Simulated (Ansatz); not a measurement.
A relaxation computed with Ansatz, from input to last step.

```yaml
crystal:
  lattice:
    - [3.0223014193, 0.0, 0.0]
    - [-1.5111507097, 2.617389807, 0.0]
    - [0.0, 0.0, 4.0580471223]
  atoms:
    - { symbol: Ag, position: [0.0, 0.0, 0.0] }
    - { symbol: B, position: [0.3333333333, 0.6666666667, 0.5] }
    - { symbol: B, position: [0.6666666667, 0.3333333333, 0.5] }
basis:
  ecutwfc: 420
kpoints:
  mp_grid: { grid: [18, 18, 10] }
hamiltonian:
  xc: lda
scf:
  occupations: { method: gaussian, width: 0.1 }
output:
  forces: true
  stress: true
  eigenvalues: true
relax:
  adjacent_minimum: "off"
  f_tol: 0.005
  max_steps: 50
  cell: { stress_tol: 0.05 }
```

```bash
ansatz run input.yaml --threads 1 --pin off --max-ram 2560MiB --backend cpu --events-out ev --progress --plain --runs-dir out
```

These are results of Ansatz, DFT LDA, scalar-relativistic, plane waves, PAW, not measurements.

Of 8 frames 7 are shown, positions in Å and forces in eV/Å; the SCF threshold varies from step to step. Steps run on the plane waves of an earlier cell, with a Pulay correction in the pressure. The basis is chosen afresh for the last frame, the zero of the energies, and at times for earlier ones too; energy and pressure step there, also at an unchanged geometry.

```xyz
3
Lattice="3.0223 0.0000 0.0000 -1.5112 2.6174 0.0000 0.0000 0.0000 4.0580" Properties=species:S:1:pos:R:3:forces:R:3 pbc="T T T" step=1 free_energy_over_end_meV_per_atom=22.04 pressure_GPa=-9.55
Ag    0.0000    0.0000    0.0000    0.0000    0.0000    0.0000
B     0.0000    1.7449    2.0290    0.0000    0.0000    0.0000
B     1.5112    0.8725    2.0290    0.0000    0.0000    0.0000
3
Lattice="2.9847 0.0000 0.0000 -1.4923 2.5848 0.0000 0.0000 0.0000 3.8576" Properties=species:S:1:pos:R:3:forces:R:3 pbc="T T T" step=2 free_energy_over_end_meV_per_atom=0.49 pressure_GPa=1.32
Ag    0.0000    0.0000    0.0000    0.0000    0.0000    0.0000
B     0.0000    1.7232    1.9288    0.0000    0.0000    0.0000
B     1.4923    0.8616    1.9288    0.0000    0.0000    0.0000
3
Lattice="2.9833 0.0000 0.0000 -1.4917 2.5836 0.0000 0.0000 0.0000 3.9098" Properties=species:S:1:pos:R:3:forces:R:3 pbc="T T T" step=3 free_energy_over_end_meV_per_atom=-0.52 pressure_GPa=-0.47
Ag    0.0000    0.0000    0.0000    0.0000    0.0000    0.0000
B     0.0000    1.7224    1.9549    0.0000    0.0000    0.0000
B     1.4917    0.8612    1.9549    0.0000    0.0000    0.0000
3
Lattice="2.9808 0.0000 0.0000 -1.4904 2.5814 0.0000 0.0000 0.0000 3.9081" Properties=species:S:1:pos:R:3:forces:R:3 pbc="T T T" step=4 free_energy_over_end_meV_per_atom=-0.59 pressure_GPa=-0.06
Ag    0.0000    0.0000    0.0000    0.0000    0.0000    0.0000
B     0.0000    1.7209    1.9541    0.0000    0.0000    0.0000
B     1.4904    0.8605    1.9541    0.0000    0.0000    0.0000
3
Lattice="2.9802 0.0000 0.0000 -1.4901 2.5810 0.0000 0.0000 0.0000 3.9083" Properties=species:S:1:pos:R:3:forces:R:3 pbc="T T T" step=5 free_energy_over_end_meV_per_atom=-0.59 pressure_GPa=0.00
Ag    0.0000    0.0000    0.0000    0.0000    0.0000    0.0000
B     0.0000    1.7206    1.9542    0.0000    0.0000    0.0000
B     1.4901    0.8603    1.9542    0.0000    0.0000    0.0000
3
Lattice="2.9802 0.0000 0.0000 -1.4901 2.5810 0.0000 0.0000 0.0000 3.9083" Properties=species:S:1:pos:R:3:forces:R:3 pbc="T T T" step=6 free_energy_over_end_meV_per_atom=0.00 pressure_GPa=-0.06
Ag    0.0000    0.0000    0.0000    0.0000    0.0000    0.0000
B     0.0000    1.7206    1.9542    0.0000    0.0000    0.0000
B     1.4901    0.8603    1.9542    0.0000    0.0000    0.0000
3
Lattice="2.9800 0.0000 0.0000 -1.4900 2.5808 0.0000 0.0000 0.0000 3.9075" Properties=species:S:1:pos:R:3:forces:R:3 pbc="T T T" step=8 free_energy_over_end_meV_per_atom=0.00 pressure_GPa=0.00
Ag    0.0000    0.0000    0.0000    0.0000    0.0000    0.0000
B     0.0000    1.7205    1.9537    0.0000    0.0000    0.0000
B     1.4900    0.8603    1.9537    0.0000    0.0000    0.0000
```